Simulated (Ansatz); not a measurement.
Starting cell, ZnAu (CsCl type):

```
CELL_PARAMETERS angstrom
      6.37355     0.00000     0.00000
      0.00000     3.18677     0.00000
      0.00000     0.00000     3.18677
ATOMIC_POSITIONS crystal
  Zn 0.25000 0.50000 0.50000
  Zn 0.75000 0.50000 0.50000
  Au 0.00000 0.00000 0.00000
  Au 0.50000 0.00000 0.00000
```

A phonon eigenvector at X = (0.5, 0.0, 0.0) is frozen into this cell: atom i moves by Q times the vector below, so Q is the largest atomic displacement, in Å. The cell is held. (q is in reciprocal vectors of the primitive cell; the cell shown is doubled to hold the pattern.)

| atom | x | y | z |
|---|---|---|---|
| Au3 | 1.000 | 0.000 | 0.000 |
| Au4 | -1.000 | 0.000 | 0.000 |

Atoms not listed stay in place.

The numbers are results of PBE (plane waves to 420 eV, PAW, scalar-relativistic; Ansatz, a program for electronic structure), not measurements. k mesh 8×15×15 (Γ-centred), Fermi-Dirac smearing 0.05 eV. The energy includes the smearing's −TS. With partly filled bands, energies and forces of such displacements shift with the k mesh and the smearing. Spin-orbit coupling is left out, though Au is heavy. ZnAu was relaxed with its symmetry unable to fall. The zero of ΔE is the undisplaced structure. The last digit holds for this mesh only.

| Q (Å) | ΔE (meV/cell) |
|---|---|
| -0.2800 | 638.9 |
| -0.2333 | 407.1 |
| -0.1867 | 243.1 |
| -0.1400 | withheld |
| -0.0933 | 55.4 |
| -0.0467 | 13.5 |
| 0.0000 | 0.0 |
| 0.0467 | 13.5 |
| 0.0933 | 55.4 |
| 0.1400 | withheld |
| 0.1867 | 243.1 |
| 0.2333 | 407.1 |
| 0.2800 | 638.9 |

Problem. Fit an even polynomial form (powers 2, 4, 6) to the given rows and predict ΔE at Q = -0.1400.

Solution. Least squares on the 11 given rows: ΔE = (6171)·Q² + (21340)·Q⁴ + (49790)·Q⁶, in meV/cell with Q in Å; root-mean-square residual 0.05 meV/cell. At -0.1400 the fit gives 129.5 meV/cell; the calculation gives 129.6 meV/cell, so the interpolation is off by -0.1 (-0.1 %). The quadratic term alone would give 121.0 meV/cell.

(For displaced atoms, the force is minus the slope of the energy, and its curvature is a force constant, which sets phonon frequencies.)
